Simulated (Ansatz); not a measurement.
Relaxed-ion elastic tensor of Lu (hcp (Mg type), P6_3/mmc) in GPa (Voigt order), r²SCAN in the plane-wave PAW code Ansatz; density 10.02 g/cm³, 29.00 Å³ per atom.

```
91.8  33.0  20.6   0.0   0.0   0.0
33.0  91.8  20.6   0.0   0.0   0.0
20.6  20.6  89.7   0.0   0.0   0.0
 0.0   0.0   0.0  29.0   0.0   0.0
 0.0   0.0   0.0   0.0  29.0   0.0
 0.0   0.0   0.0   0.0   0.0  29.4
```

Task: Is the crystal mechanically stable?

Result: Yes: the smallest eigenvalue of C is 29.0 GPa.

Task: Work out the Voigt, Reuss and Hill averages.

Result: K_V = 46.9, K_R = 46.6, K_H = 46.7; G_V = 30.7, G_R = 30.4, G_H = 30.6 GPa.

Task: Give Young's modulus, Poisson's ratio, Pugh's ratio and the universal anisotropy index.

Result: E = 9KG/(3K + G) = 75.4 GPa; ν = 0.23; K/G = 1.53 (brittle by the Pugh limit of 1.75); A_U = 5G_V/G_R + K_V/K_R − 6 = 0.05.

Task: Estimate the sound speeds and the Debye temperature.

Result: v_l = √((K + 4G/3)/ρ) = 2960 m/s, v_t = √(G/ρ) = 1750 m/s, mean 1940 m/s; Θ = (h/k)(3n/4πV)^(1/3) v_m = 188 K.

Task: Solve the Christoffel equation for the three sound speeds along x, y, z.

Result: Eigenvalues of C_ijkl n_j n_l equal ρv². In km/s, slowest first: x 1.70, 1.71, 3.03; y 1.70, 1.71, 3.03; z 1.70, 1.70, 2.99.

Task: How much does each axis shrink under pressure?

Result: Linear compressibilities β_i = Σ_j S_ij (j = 1 to 3): x 6.7, y 6.7, z 8.1 per TPa.

The r²SCAN relaxation kept the symmetry of its start; of distortions, only those at the zone centre were tested. As this level gives no gap, shear constants depend on the k-mesh and smearing (Fermi–Dirac, 0.1 eV here). Spin–orbit coupling is left out wherever it is not named.

Potentials: the later of the program's two PAW sets.
